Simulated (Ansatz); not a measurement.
SnGe (CsCl type, space group No. 221), the program Ansatz at the PBE level (PAW), all energies at zero smearing, with the estimated change up to a 700 eV cutoff added, with one set of potentials and settings (totals compare only within such a set). Cell of 2 atoms (1 Sn, 1 Ge): -10318.834 eV.

| element | reference phase | E (eV/atom) |
|---|---|---|
| Sn | Fd-3m, 2 atoms in the cell | -6024.2887 |
| Ge | Fd-3m, 2 atoms in the cell | -4294.9907 |

Formation energy per atom, worked out: (-10318.834 − 1×(-6024.2887) − 1×(-4294.9907))/2 = 0.222 eV/atom (21 kJ per mol of atoms), at 0 K, without zero-point energy or fitted corrections.

Space group Pm-3m (CsCl type). A made-up cell: these elements were put on the sites of a structure type; neither database checked (COD, Materials Project) lists it. Its standing as an ambient phase is unchecked. Symmetry was held in the PBE relaxation; whether a distortion lowers the energy is not shown. The references are the lowest solids computed at this level, not always the standard phases. Scalar-relativistic: spin–orbit coupling is off unless named, which matters more the heavier the elements.

Potentials: the earlier of the program's two PAW sets.
